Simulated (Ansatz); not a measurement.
Mg₂Si:
Space group Fm-3m (No. 225); a = 6.364 Å, b = 6.364 Å, c = 6.364 Å, α = 90.00°, β = 90.00°, γ = 90.00°

```csv
atom,site,symmetry,x,y,z
Mg,8c,-43m,0.2500,0.2500,0.2500
Si,4a,m-3m,0.0000,0.0000,0.0000
```
(The calculation used a cell of 3 atoms; values per cell refer to that cell.)

Relaxed with PBE. Independent-particle spectrum: no excitons, no local fields, no scissors shift; 0.1 eV broadening; ε₁ of the summed bands alone.

Question: Tabulate the dielectric function from plane-wave PAW PBE (Ansatz code).

Answer: 

| E (eV) | ε₁ xx | ε₂ xx |
|---|---|---|
| 0.0 | 16.76 | 0.00 |
| 0.5 | 17.31 | 0.00 |
| 1.0 | 19.25 | 0.00 |
| 1.5 | 24.15 | 0.00 |
| 2.0 | 42.95 | 8.22 |
| 2.5 | 35.32 | 62.13 |
| 3.0 | -16.40 | 25.30 |
| 3.5 | -16.22 | 17.87 |
| 4.0 | -11.83 | 9.16 |
| 4.5 | -8.50 | 6.25 |
| 5.0 | -7.44 | 4.12 |
| 5.5 | -5.67 | 2.79 |
| 6.0 | -4.67 | 1.99 |
| 6.5 | -3.76 | 1.27 |
| 7.0 | -3.00 | 1.01 |
| 7.5 | -2.50 | 0.77 |
| 8.0 | -2.00 | 0.52 |
| 8.5 | -1.59 | 0.41 |
| 9.0 | -1.28 | 0.32 |
| 9.5 | -1.02 | 0.24 |
| 10.0 | -0.78 | 0.19 |
| 10.5 | -0.59 | 0.17 |
| 11.0 | -0.44 | 0.16 |
| 11.5 | -0.31 | 0.12 |
| 12.0 | -0.19 | 0.11 |

Question: From ε at 3.3 eV (xx: -14.15 + 26.56i), find n, k, the normal reflectivity and the absorption coefficient.

Answer: n = 2.82, k = 4.703, R = 69 %, α = 2kE/ħc = 1600000 cm⁻¹.

With all bands, ε∞ without local fields is 16.8. DFPT, with local fields, gives 15.4.

The cell was relaxed with PBE under the symmetry of its start; phonons on a q-mesh show no instability.

Potentials: the later of the program's two PAW sets.
